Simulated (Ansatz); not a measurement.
RbBH4:
```cif
data_H4BRb
_chemical_formula_sum 'Rb1 B1 H4'
_space_group_name_H-M_alt 'P 1'
_space_group_IT_number 1
_cell_length_a 4.90248
_cell_length_b 4.90248
_cell_length_c 4.90248
_cell_angle_alpha 60.000
_cell_angle_beta 60.000
_cell_angle_gamma 60.000
loop_
_space_group_symop_operation_xyz
  'x, y, z'
loop_
_atom_site_label
_atom_site_type_symbol
_atom_site_fract_x
_atom_site_fract_y
_atom_site_fract_z
_atom_site_occupancy
Rb1 Rb 0.00000 0.00000 0.00000 1
B1 B 0.50000 0.50000 0.50000 1
H1 H 0.39802 0.39802 0.80594 1
H2 H 0.39802 0.80594 0.39802 1
H3 H 0.80594 0.39802 0.39802 1
H4 H 0.39802 0.39802 0.39802 1
```

Relaxed with r²SCAN. 

HSE06 on this cell (Ansatz, a program for electronic structure, PAW) gives a gap of 7.34 eV. What does r²SCAN give?

6.49 eV.

Cost on shared cores: the r²SCAN run (SCF on a 7×7×7 mesh, then bands and DOS) around 60 core-seconds (rough), the HSE06 run (SCF on 4×4×4, then a few points) very roughly 70 core-seconds; the tasks are unlike.

Space group F-43m. The first step of the workflow began from a Materials Project structure, measured or hypothetical; the Crystallography Open Database copy checked does not list it. Whether it is the stable phase at ambient conditions was not checked. Symmetry was held in the r²SCAN relaxation; whether a distortion lowers the energy is not shown. Spin–orbit coupling is left out wherever it is not named.

Potentials: the later of the program's two PAW sets.

Ansatz is a plane-wave DFT program.
